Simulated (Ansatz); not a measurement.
MoSe$_{2}$ (2H-MoS2 type, space group P6_3/mmc)

```
MoSe2
1.0
    3.22765     0.00000     0.00000
   -1.61383     2.79523     0.00000
    0.00000     0.00000    12.34574
Mo Se
2 4
Direct
  0.33333   0.66667   0.25000
  0.66667   0.33333   0.75000
  0.33333   0.66667   0.61469
  0.66667   0.33333   0.11469
  0.66667   0.33333   0.38531
  0.33333   0.66667   0.88531
```

The slice is a (0001) plane (indices of the conventional cell) through the point (0.333, 0.667, 0.615) (fractional), spanned by u = [110] and v = [1 -1 0] in vectors of this cell: u (3.23 Å) and v (5.59 Å, at 90° to u). It covers one period; positions are fractions (u, v).

Computed with PBEsol-D3(BJ) (plane waves to 420 eV, PAW, scalar-relativistic; Ansatz, an electronic-structure program). k mesh 12×12×3. Inside the PAW spheres the values are not all-electron values, and peaks at nuclei hang on which shells count as valence. MoSe2 is run without spin polarisation. MoSe2 was relaxed with its symmetry unable to fall. The PAW data are Ansatz's earlier set.

Q: Predict the map of the electron localisation function (ELF) on the slice.

A: 
```
|xxxx%%@@%%==::==%%@@%%xx|
|##%%@@@@##--::--##@@@@%%|
|@@@@@@%%++::..::++%%@@@@|
|####**==::::..::::==**##|
|::::....::======::....::|
|    ..--**%%%%%%**--..  |
|    --##@@@@@@@@@@##--  |
|  ..**%%@@%%##%%@@%%**..|
|..--##@@%%xxxxxx%%@@##--|
|..==%%@@##xxxxxx##@@%%==|
|::==%%@@%%xxxxxx%%@@%%==|
|::--##@@@@%%##%%@@@@##--|
|..::++%%@@@@@@@@@@%%++::|
|..::::==**######**==::::|
|====::....::::::....::==|
|%%%%**--..      ..--**%%|
|@@@@@@##--      --##@@@@|
|##%%@@%%**..  ..**%%@@%%|
|xxxx%%@@##--..--##@@%%xx|
|xxxx##@@%%==..==%%@@##xx|
```
Scale: ten equal steps from 0.06 (start of ' ') to 0.78 (end of '@'), in the order ' .:-=+*#%@'. Values: electron localisation function (ELF). The map has 12 points along u (two characters each, u = 0 at the left) and 20 along v (v = 0 in the bottom row). Points within 0.5 Å of a nucleus are blanked (x), as the pseudised field means little there.
